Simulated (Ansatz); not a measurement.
Relaxation of a generated cell, MgSe built in the AFLOW prototype AB_tP8_136_g_f (as in BeO); 8 atoms in the cell, which starts as P4₂/mnm (No. 136), tP8; a = 7.070 Å, b = 7.070 Å, c = 4.078 Å, α = 90.00°, β = 90.00°, γ = 90.00°. Level of theory: r2SCAN (plane waves to 500 eV, PAW, scalar-relativistic; Ansatz, a quantum-chemistry and plane-wave program). Γ-centred k-mesh 5×5×8 on the run's cell, Fermi–Dirac smearing 0.05 eV. 

The optimiser's lines from the output (shortened; P is positive under compression):

```
relax step   1: F+E_penalty+E_count = -29629.42273049 eV  Δ(F+E_penalty+E_count) = +0.000e0 eV  max|allowed force component| = 2.744e-1 eV/Å  Δτ_max = 0.0000 Å  P = +4.187 GPa  Ω = 203.842 Å³  (7 SCF iters, dr2 threshold 1.00e-7 eV, accepted)
relax step   2: F+E_penalty+E_count = -29629.64304449 eV  Δ(F+E_penalty+E_count) = -2.203e-1 eV  max|allowed force component| = 1.830e-1 eV/Å  Δτ_max = 0.1247 Å  P = +0.282 GPa  Ω = 218.852 Å³  (7 SCF iters, dr2 threshold 8.00e-7 eV, accepted)
relax step   3: F+E_penalty+E_count = -29629.67179827 eV  Δ(F+E_penalty+E_count) = -2.875e-2 eV  max|allowed force component| = 3.752e-2 eV/Å  Δτ_max = 0.0655 Å  P = -0.251 GPa  Ω = 220.557 Å³  (6 SCF iters, dr2 threshold 8.00e-7 eV, accepted)
relax step   4: F+E_penalty+E_count = -29629.67460617 eV  Δ(F+E_penalty+E_count) = -2.808e-3 eV  max|allowed force component| = 4.911e-3 eV/Å  Δτ_max = 0.0109 Å  P = -0.046 GPa  Ω = 219.648 Å³  (5 SCF iters, dr2 threshold 3.70e-7 eV, accepted)
relax step   5: F+E_penalty+E_count = -29629.67503537 eV  Δ(F+E_penalty+E_count) = -4.292e-4 eV  max|allowed force component| = 2.034e-4 eV/Å  Δτ_max = 0.0052 Å  P = +0.001 GPa  Ω = 219.255 Å³  (6 SCF iters, dr2 threshold 1.68e-8 eV, accepted)
relax step   6: F+E_penalty+E_count = -29629.67631221 eV  Δ(F+E_penalty+E_count) = -1.277e-3 eV  max|allowed force component| = 2.164e-4 eV/Å  Δτ_max = 0.0000 Å  P = -0.001 GPa  Ω = 219.255 Å³  stress off target by 9.32e-3 GPa  SCF on the basis re-selected at this cell (its energy is not comparable with the rows above)  (6 SCF iters)
```

From the first to the last row the energy changes by -0.03 eV/atom and the volume by +7.6 %. The last row is marked as not comparable with the walk above it, whose basis was carried along; it does compare with step 1, since both stand on a basis selected at the nominal cutoff for their own cell.

 The final structure: P4₂/mnm (No. 136), tP8, AFLOW prototype AB_tP8_136_g_f (as in BeO); a = b = 7.167 Å, c = 4.269 Å, α = β = γ = 90.00°. Between re-selections the logged energies stand on a plane-wave basis carried along with the cell. No spin polarisation in the result.

The run could not lose the symmetry of its start, so the end can be a saddle point.

The relaxed structure here is a generated cell of MgSe: the first start was made by placing the elements on the sites of a structure type, and the end was not matched to a known phase here, so it may be hypothetical. Known forms of MgSe include space group No. 225.
